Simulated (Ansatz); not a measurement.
Input file for Ansatz (a program for electronic structure):

Ansatz 0.2 input:
```yaml
crystal:
  lattice:
    - [0.0, 3.667908715, 3.667908715]
    - [3.667908715, 0.0, 3.667908715]
    - [3.667908715, 3.667908715, 0.0]
  atoms:
    - { symbol: K, position: [0.25, 0.25, 0.25] }
    - { symbol: K, position: [0.75, 0.75, 0.75] }
    - { symbol: S, position: [0.0, 0.0, 0.0] }
kpoints:
  mp_grid: { grid: [5, 5, 5] }
hamiltonian:
  xc: hse06
  pseudopotentials: { kind: paw }
scf:
  n_extra_bands: 6
  occupations: { method: fixed }
output:
  eigenvalues: true
  eigenstates:
    e_range: [-9.0, 11.5]
    kpoints:
      - [0.0, 0.5, 0.5]  # VBM
      - [0.0, 0.0, 0.0]  # CBM
      - [0.0, 0.0, 0.0]  # GAMMA
      - [0.5, 0.0, 0.5]  # X
      - [0.5, 0.5, 0.5]  # L
      - [0.5, 0.25, 0.75]  # W
      - [0.375, 0.375, 0.75]  # K
      - [0.625, 0.25, 0.625]  # U
```

Output (shortened):

```
Pseudopotential: K, paw, valence charge 9
Pseudopotential: S, paw, valence charge 6
Functional definition: HSE06
davidson cushion auto → on  (no smearing: the cushion is to keep the highest requested band from converging to the state above it …
Crystal: 3 atoms, lattice volume = 98.693 Å³
Basis set: ecut = 420 eV, 1917 PW (Γ)
Bands: 18, of which v1, the nominal top of the filled ones, is band 12 counted from 1 (11 counted from 0)
Symmetry: 48 space group operations
Space group: Fm-3m (ITA 225), of the structure as read, at distance tolerance 4.6e-5 Å
k-points: 10 of 125
SCF iter   1: F=—  HF=-3980.841523 eV  |F-HF|=—  |Δ(HF+E_count)|=         —  Δρ=6.03e-4  dr2=4.22e-4  ethr=1.77e-3  ⟨swp⟩=2.4  Hψ=1459  notcnv=0
preconditioner: auto → none
iter 2 solved again at ethr=1.41e-7 eV; its pass at ethr=1.76e-6 eV (dr2=3.39e-5 eV) is discarded
SCF iter   2: F=-3980.841568 eV  HF=-3980.841556 eV  |F-HF|=1.25e-5  |Δ(HF+E_count)|=   3.25e-5  Δρ=1.91e-4  dr2=3.38e-5  ethr=1.41e-7  ⟨swp⟩=2.5  Hψ=1111  notcnv=0  defer=3
SCF 1 stopped early in 2 iterations: F = -3980.841568 eV  dr2 = 3.38e-5
Crystal: 3 atoms, lattice volume = 98.693 Å³
Exchange kernel: α = 0.2500, screened, ω = 0.2079 Å⁻¹, Wigner–Seitz truncation, v(0) = 1046.8439 eV·Å³, q-mesh 5×5×5, nearest image of the exchange supercell L …
Frozen-core exchange: fock
SCF iter   1: F=—  HF=-3983.272841 eV  |F-HF|=—  |Δ(HF+E_count)|=         —  Δρ=2.57e-3  dr2=8.31e-3  ethr=1.41e-6  ⟨swp⟩=9.7  Hψ=1102  notcnv=0
preconditioner: auto → none
SCF iter   2: F=—  HF=-3983.270549 eV  |F-HF|=—  |Δ(HF+E_count)|=   2.29e-3  Δρ=1.26e-3  dr2=1.37e-3  ethr=1.41e-6  ⟨swp⟩=4.9  Hψ=697  notcnv=0  defer=5
SCF iter   3: F=—  HF=-3983.273676 eV  |F-HF|=—  |Δ(HF+E_count)|=   3.13e-3  Δρ=6.12e-4  dr2=5.29e-4  ethr=1.41e-6  ⟨swp⟩=5.0  Hψ=628  notcnv=0  defer=5
SCF iter   4: F=—  HF=-3983.273527 eV  |F-HF|=—  |Δ(HF+E_count)|=   1.48e-4  Δρ=1.02e-4  dr2=2.38e-5  ethr=1.41e-6  ⟨swp⟩=3.0  Hψ=480  notcnv=0
SCF iter   5: F=—  HF=-3983.273586 eV  |F-HF|=—  |Δ(HF+E_count)|=   5.84e-5  Δρ=6.62e-5  dr2=1.13e-5  ethr=6.58e-8  ⟨swp⟩=5.3  Hψ=594  notcnv=0
SCF iter   6: F=-3983.273582 eV  HF=-3983.273582 eV  |F-HF|=2.66e-8  |Δ(HF+E_count)|=   3.22e-6  Δρ=1.51e-5  dr2=6.26e-7  ethr=4.49e-8  ⟨swp⟩=3.0  Hψ=494  notcnv=0
SCF 2 stopped early in 6 iterations: F = -3983.273582 eV  dr2 = 6.26e-7
hybrid outer 1: dexx = +3.742e-3 eV, tail = 5.93e-6 eV
Crystal: 3 atoms, lattice volume = 98.693 Å³
Exchange kernel: α = 0.2500, screened, ω = 0.2079 Å⁻¹, Wigner–Seitz truncation, v(0) = 1046.8439 eV·Å³, q-mesh 5×5×5, nearest image of the exchange supercell L …
Frozen-core exchange: fock
SCF iter   1: F=—  HF=-3983.273622 eV  |F-HF|=—  |Δ(HF+E_count)|=         —  Δρ=3.40e-5  dr2=2.74e-7  ethr=1.24e-7  ⟨swp⟩=4.5  Hψ=513  notcnv=0
preconditioner: auto → none
SCF iter   2: F=-3983.273622 eV  HF=-3983.273622 eV  |F-HF|=1.57e-8  |Δ(HF+E_count)|=   6.58e-8  Δρ=1.54e-5  dr2=5.66e-8  ethr=1.10e-9  ⟨swp⟩=4.9  Hψ=549  notcnv=0
SCF 3 converged in 2 iterations: F = -3983.273622 eV  dr2 = 5.66e-8
hybrid outer 2: dexx = +9.773e-8 eV, tail = 1.31e-7 eV, Δε = 1.74e-3 eV (about 2.62e-4 eV left of the loop's levels)
the search or the solves at the SCF's close seem to have found levels that the self-consistency loop had missed (the run counts 1) …
NSCF: frozen V_eff on 8 k-points
hybrid SCF converged: 2 outer / 8 inner (+2 warm-up), last move |dexx| = 9.77e-8 eV, tail = 1.31e-7 eV
Stability not checked (fock_operator)
Free energy (F): -3983.273622 eV
Frozen-core exchange: fock
Harris-Foulkes:  -3983.273622 eV  (|F-HF|=1.57e-8)
Internal energy: -3983.273622 eV  (E = F + TS)
E sigma→0 (E₀):  -3983.273622 eV
Fermi energy:    2.090630 eV
--- Per-component energies (eV) ---
  E_band       = -261.491290
  E_kinetic    = 616.666154
  E_local      = -1357.451956  (includes V_loc(G=0)·N_el)
  E_nonlocal   = 53.633456
  E_hartree    = 473.825654
  E_xc         = -295.153548
  E_vxc        = -333.275804  (∫ρ·V_xc dr)
  E_exx        = -59.430114  (= α·E_x^exact, valence–valence)
  E_paw        = -2180.743242  (= ΣΔE_a)
  E_vpaw       = -69.854742  (= ΣTr[D̂ρ^β])
  E_aug_tail   = -0.000004  (compensation charges beyond the density's cutoff)
  E_ewald      = -1234.244418
  E_core_change = -0.375603  (= ΣΔE_core)
  E_smearing   =  0.000000  (= −TS)
  E_closure    =  0.000000  (closes the sum)
  Σ components = -3983.273622   (vs F -3983.273622, Δ=-4.55e-13)
  [band-id]    e_kinetic+e_local+e_nonlocal+2·e_hartree+e_vxc+2·e_exx+e_vpaw+e_augmentation_tail = -261.491815   (vs E_band -261.491290, Δ=-5.25e-4)
--- Band table (eV; the first three rows and the last of 10) ---
  k-point 0: bands = ["-29.3920", "-29.2966", "-11.6411", "-11.6411", "-11.6411", "-11.3784", "-11.3784", "-11.3784", "-8.5306", "1.8855", "1.8855", "1.8855", "5.4908", "8.8102", "8.8102", "10.9679", "10.9679", "10.9679"]
  k-point 1: bands = ["-29.3825", "-29.3052", "-11.6363", "-11.6197", "-11.6197", "-11.4528", "-11.4069", "-11.4069", "-8.4338", "1.6694", "1.9338", "1.9338", "6.2533", "8.8560", "8.8560", "10.1519", "11.1701", "11.1980"]
  k-point 2: bands = ["-29.3579", "-29.3284", "-11.6543", "-11.5602", "-11.5602", "-11.5365", "-11.4777", "-11.4777", "-8.2913", "1.4701", "2.0126", "2.0126", "7.4936", "8.7889", "9.0528", "9.0528", "11.1480", "11.1480"]
  k-point 9: bands = ["-29.3505", "-29.3346", "-11.8468", "-11.7258", "-11.5829", "-11.4783", "-11.3479", "-11.3273", "-8.2246", "1.5664", "1.8362", "2.0724", "6.9114", "9.1126", "9.1399", "9.7800", "10.6436", "10.9811"]
```

Cost: very roughly 80 core-seconds on shared cores.

The points marked VBM and CBM come from a semilocal run.

Symmetry was held in the PBEsol relaxation.

Potentials: the later of the program's two PAW sets.

Ansatz is a plane-wave DFT program.
